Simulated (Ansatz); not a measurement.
ScZn (CsCl type, Pm-3m), r²SCAN (plane waves, PAW; program Ansatz), all energies at zero smearing, with the estimated change up to a 700 eV cutoff added, with one set of potentials and settings (totals compare only within such a set). Cell of 2 atoms (1 Sc, 1 Zn): -5467.099 eV.

| element | reference phase | E (eV/atom) |
|---|---|---|
| Sc | P6_3/mmc, 2 atoms in the cell | -2140.5738 |
| Zn | P6_3/mmc, 2 atoms in the cell | -3325.6729 |

Formation energy per atom, worked out: (-5467.099 − 1×(-2140.5738) − 1×(-3325.6729))/2 = -0.426 eV/atom (-41 kJ per mol of atoms), at 0 K, without zero-point energy or fitted corrections.

The first step of the workflow began from a Materials Project structure, measured or hypothetical; the Crystallography Open Database files this formula in space group No. 221, but the cells were not matched. Whether it is the stable phase at ambient conditions was not checked. The r²SCAN relaxation kept the symmetry of its start; its stability against distortions is not shown here. No spin polarisation was allowed. The references are the lowest solids computed at this level, not always the standard phases.

Potentials: the later of the program's two PAW sets.
